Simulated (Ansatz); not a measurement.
Stackings of close-packed layers of Pb (one atom a layer), each relaxed to a stress under 0.05 GPa; h and k mark layers whose two neighbours have the same or different letters; energies count from the stacking AB (P6_3/mmc).

These are results of Ansatz 0.2.0, DFT PBEsol, scalar-relativistic, plane waves, PAW, not measurements.

Plane waves to 420 eV, a k mesh through Γ of 15×15×2 on the computed 9-atom cell and Gaussian smearing (0.10 eV); no spin polarisation.

Start (ABABCBCAC (khhkhhkhh)):

```yaml
crystal:
  lattice:
    - [3.47241, 0.00000, 0.00000]
    - [-1.73620, 3.00719, 0.00000]
    - [0.00000, 0.00000, 25.76461]
  atoms:
    - { symbol: Pb, position: [0.00000, 0.00000, 0.00000] }
    - { symbol: Pb, position: [0.33333, 0.66667, 0.11111] }
    - { symbol: Pb, position: [0.00000, 0.00000, 0.22222] }
    - { symbol: Pb, position: [0.33333, 0.66667, 0.33333] }
    - { symbol: Pb, position: [0.66667, 0.33333, 0.44444] }
    - { symbol: Pb, position: [0.33333, 0.66667, 0.55556] }
    - { symbol: Pb, position: [0.66667, 0.33333, 0.66667] }
    - { symbol: Pb, position: [0.00000, 0.00000, 0.77778] }
    - { symbol: Pb, position: [0.66667, 0.33333, 0.88889] }
```

**Question.** Relax it.

**Answer.** The free energy falls by 2 meV/atom.

| Property | Result |
| --- | --- |
| excess energy (meV/atom) | 4.1 |
| spacing of like layers (Å) | 2.814 |
| a (Å) | 3.505 |
| gap on the mesh (eV) | 0 |

Relaxed structure:
```yaml
crystal:
  lattice:
    - [3.50509, 0.00000, 0.00000]
    - [-1.75255, 3.03550, 0.00000]
    - [0.00000, 0.00000, 25.32661]
  atoms:
    - { symbol: Pb, position: [0.00000, 0.00000, 0.00000] }
    - { symbol: Pb, position: [0.33333, 0.66667, 0.11046] }
    - { symbol: Pb, position: [0.00000, 0.00000, 0.22288] }
    - { symbol: Pb, position: [0.33333, 0.66667, 0.33333] }
    - { symbol: Pb, position: [0.66667, 0.33333, 0.44379] }
    - { symbol: Pb, position: [0.33333, 0.66667, 0.55621] }
    - { symbol: Pb, position: [0.66667, 0.33333, 0.66667] }
    - { symbol: Pb, position: [0.00000, 0.00000, 0.77712] }
    - { symbol: Pb, position: [0.66667, 0.33333, 0.88954] }
```

Spin-orbit coupling is left out, which matters for the bands of heavy elements.

Small energy differences in metals hang on the k mesh (about 10 mJ/m² or 1 to 2 meV/atom on the mesh of the relaxation).

It took 6.8 min on 1 thread of Intel(R) Xeon(R) Platinum 8259CL CPU @ 2.50GHz (Skylake/Cascade Lake), with other jobs on the host, peak memory 1.1 GiB.